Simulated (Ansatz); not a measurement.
Consider the following.

AlRu:
```
AlRu
1.0
    0.00000     2.46514     2.46514
    2.46514     0.00000     2.46514
    2.46514     2.46514     0.00000
Ru Al
1 1
Cartesian
  0.00000   0.00000   0.00000
  2.46514   2.46514   2.46514
```

This is the PBEsol-relaxed structure.

Task: All from PBEsol in the plane-wave PAW code Ansatz, unless another level is named. Estimate the formation energy from the elements (no fitted shifts).

Result: 222 meV/atom.

Task: What about the density of states at the Fermi level?

Result: 1.1 states/eV per atom (mean over ±0.08 eV).

Task: Predict the gap with spin–orbit coupling.

Result: none (metallic).

Space group Fm-3m (rock salt). The start of the workflow was typed in or built on a structure type; neither database checked (COD, Materials Project) lists it. COD files the formula under space group No. 221, so this cell is another polymorph or a model. Whether it is the stable phase at ambient conditions was not checked. Symmetry was held in the PBEsol relaxation. At this level the phase is mechanically unstable. No spin polarisation was allowed. Its formation energy is positive at this level, so the cell may be metastable or incomplete. The references are the lowest solids computed at this level, not always the standard phases. Scalar-relativistic: spin–orbit coupling is off unless named, which matters more the heavier the elements.

Potentials: the later of the program's two PAW sets.
